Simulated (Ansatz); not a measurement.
# KI (Fm-3m): phonons

The sound run that this one varies used LDA, PAW on Ansatz 0.2.0's default frozen-core files (fitted under PBE), scalar-relativistic.

Launched as:

```sh
ansatz run input.yaml --threads 2 --pin off --max-ram 5120MiB --backend cpu --events-out ev --progress --plain --runs-dir out
```

Input file:

```yaml
crystal:
  lattice:
    - [0.0, 3.37701405858, 3.37701405858]
    - [3.37701405858, 0.0, 3.37701405858]
    - [3.37701405858, 3.37701405858, 0.0]
  atoms:
    - { symbol: K, position: [0.0, 0.0, 0.0] }
    - { symbol: I, position: [0.5, 0.5, 0.5] }
kpoints:
  mp_grid: { grid: [6, 6, 6] }
scf:
  occupations: { method: fixed }
  max_iter: "yes please"
hamiltonian:
  xc: lda
  pseudopotentials: { kind: paw }
phonons:
  qmesh: [2, 2, 2]
  qpath:
    path:
      - [0.0, 0.0, 0.0]
      - [0.5, 0.0, 0.5]
      - [0.625, 0.25, 0.625]
      - [0.375, 0.375, 0.75]
      - [0.0, 0.0, 0.0]
      - [0.5, 0.5, 0.5]
      - [0.5, 0.25, 0.75]
      - [0.5, 0.0, 0.5]
    npoints: 6
  temperatures: { t_min: 0, t_max: 1000, t_step: 100 }
```

Problem. Something in this input is wrong on purpose. What is it, and how does the run end?

Solution. Kind of fault: a value of the wrong type. Changed against the sound input: scf.max_iter = yes please. The input was rejected before any iteration.

The program printed:

```
Error: YAML parse error: error: line 13 column 13: invalid u64
  --> <input>:13:13
   |
11 | scf:
12 |   occupations: { method: fixed }
13 |   max_iter: "yes please"
   |             ^ invalid u64
14 | hamiltonian:
15 |   xc: lda
   |
```
